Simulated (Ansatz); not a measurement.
**Te (omega (AlB2-type)): energy against volume**

The calculation used DFT, PBEsol, plane waves (420 eV) with PAW, scalar-relativistic in Ansatz 0.2.0. (PAW data from PBE, frozen cores regenerated.)

The cell is scaled uniformly from the relaxed one, with fractional coordinates and shape fixed. Energies are extrapolated to zero smearing, pressures are those at the given smearing. Magnetic state: spin not included.

A Birch-Murnaghan fit gives V₀ = 27.40 Å³/atom, B₀ = 64 GPa, B₀′ = 4.8.

Task: What are the energy above the minimum and the pressure at 28.578 Å³/atom?

Result: 9.3 meV/atom and -2.31 GPa as computed.

Task: What are the energy above the minimum and the pressure at 29.677 Å³/atom?

Result: 32.2 meV/atom and -4.08 GPa as computed.

Task: What are the energy above the minimum and the pressure at 30.776 Å³/atom?

Result: 66.0 meV/atom and -5.48 GPa as computed.
